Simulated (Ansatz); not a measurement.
**YbB (rocksalt structure)**

Method: r²SCAN, scalar-relativistic; no spin polarisation; PAW, 500 eV, 12×12×12 k-mesh, Gaussian smearing of 0.05 eV; code Ansatz. The datasets are Ansatz's generated set soft_2.

```xyz
2
Lattice="0.0000 2.6276 2.6276 2.6276 0.0000 2.6276 2.6276 2.6276 0.0000" Properties=species:S:1:pos:R:3 pbc="T T T"
Yb    2.6276    2.6276    2.6276
B     0.0000    0.0000    0.0000
```

This is a trial structure made by placing the elements on a prototype's sites, so it needn't be the stable form.

The cell is relaxed to zero pressure at this level.

The cell has space group Fm-3m (read at 0.01 Å). In it the stress is -0.06, -0.06, -0.06, 0.00, 0.00, 0.00 GPa and the largest force component 0.000 eV/Å. Each change below starts from this cell, without further relaxation. Stress is in GPa, positive in compression, in the order xx, yy, zz, yz, xz, xy; energies are counted from the cell above and are free energies with the smearing's entropy, which match forces and stress in a metal.

Task: What happens when atom 1 (Yb) is moved by 0.12 Å along y?

Result: The energy changes by 24.8 meV per cell, and the force on it along the shift is -0.425 eV/Å (−F/u = 3.54 eV/Å²). Stress: -0.41, 1.40, -0.41, 0.00, 0.00, 0.00.
| atom | Fx (eV/Å) | Fy | Fz |
| --- | --- | --- | --- |
| Yb1 | 0.000 | -0.425 | 0.000 |
| B2 | 0.000 | 0.425 | 0.000 |
In a harmonic crystal the energy would rise by −½F·u = ½ × 3.54 × 0.12² eV = 25.5 meV, which matches.

Task: What stress follows from an engineering strain of 2 % in yz, atoms carried along?

Result: 0.02, -0.09, -0.09, 0.33, 0.00, 0.00 GPa; the energy changes by -0.7 meV per cell.
The stress changes with the wrong sign for a stable crystal (a clamped-atom constant of about -16.3 GPa), so the cell is unstable against this strain on this mesh; in a metal a finer mesh can change the sign.

Task: All atoms and the cell are disturbed at random:
```xyz
2
Lattice="-0.0391 2.5987 2.5696 2.6630 -0.0459 2.5764 2.6408 2.5834 -0.0237" Properties=species:S:1:pos:R:3 pbc="T T T"
Yb    2.6426    2.5671    2.5401
B    -0.0102    0.0010    0.0211
```
Give the energy change, the stress and the forces.

Result: 13.8 meV per cell; stress -2.52, 0.85, 3.04, -0.38, -0.09, -0.33 GPa.
| atom | Fx (eV/Å) | Fy | Fz |
| --- | --- | --- | --- |
| Yb1 | -0.048 | 0.005 | 0.185 |
| B2 | 0.048 | -0.005 | -0.185 |

Without a U the 4f levels of Yb lie too near the Fermi level, so their share of the states there, and what hangs on it, is overstated. Scalar-relativistic only: spin–orbit splittings of the heavy atoms' levels are missing. Spin polarisation wasn't allowed in this run, so with an open shell this may not be the ground state.
